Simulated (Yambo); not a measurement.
Yambo run on a free-standing LuIO monolayer (symmetry P4/nmm, slab cell 20.8 Å high). The wavefunctions are norm-conserving PBEsol (Quantum ESPRESSO, 100 Ry, without SOC) ones on a 4×4×1 mesh (38 occupied bands); a = b = 3.8202 Å, c = 20.8000 Å, α = β = γ = 90.00°.

Yambo input:

```
rim_cut
gw0
dyson
el_el_corr
HF_and_locXC
ppa
em1d
rim_w
RandQpts= 1000000
RandGvec= 2 Ry
CUTGeo= "slab z"
EXXRLvcs= 100 Ry
VXCRLvcs= 400 Ry
Chimod= "HARTREE"
% BndsRnXp
 3 | 166 |
%
NGsBlkXp= 6 Ry
% LongDrXp
 1.0 | 1.0 | 0.0 |
%
RandGvecW= 719 mRy
PPAPntXp= 27.2114 eV
% GbndRnge
 1 | 113 |
%
GTermKind= "BG"
DysSolver= "n"
ExtendOut
% QPkrange
 1 | 1 | 38 | 39 |
 3 | 3 | 38 | 38 |
 6 | 6 | 39 | 39 |
%
```

k points by index: 1 = Γ, 3 = X, 6 = M.

Resulting energies as the program prints them:

```
#    K-point    Band    Eo [eV]    E [eV]    E-Eo [eV]    Vxc [eV]    Vnlxc [eV]    Sc|Eo [eV]    Sc|E [eV]    dSc/dw|Eo [eV]    Re(Z)    Im(Z)
#
    1    38    -0.249050    -1.203832    -0.954782    -12.83451    -15.74552    1.726720    1.956223    -6.539731    0.806232    -0.001875
    1    39    3.390310    4.396075    1.005765    -10.66359    -6.311591    -3.133834    -3.346235    -5.745548    0.825661    -0.001723
    3    38    0.000000    -0.907937    -0.907937    -12.25306    -14.77410    1.400301    1.613098    -6.376561    0.810149    -0.001893
    6    39    3.220126    4.077924    0.857797    -9.870639    -5.946234    -2.885421    -3.066608    -5.746548    0.825636    -0.001692
```
(The two width columns are left out.) Convergence of these settings isn't established.

Geometry relaxed with PBEsol.

This is a model layer cut from the bulk structure; whether it is stable on its own was not checked.
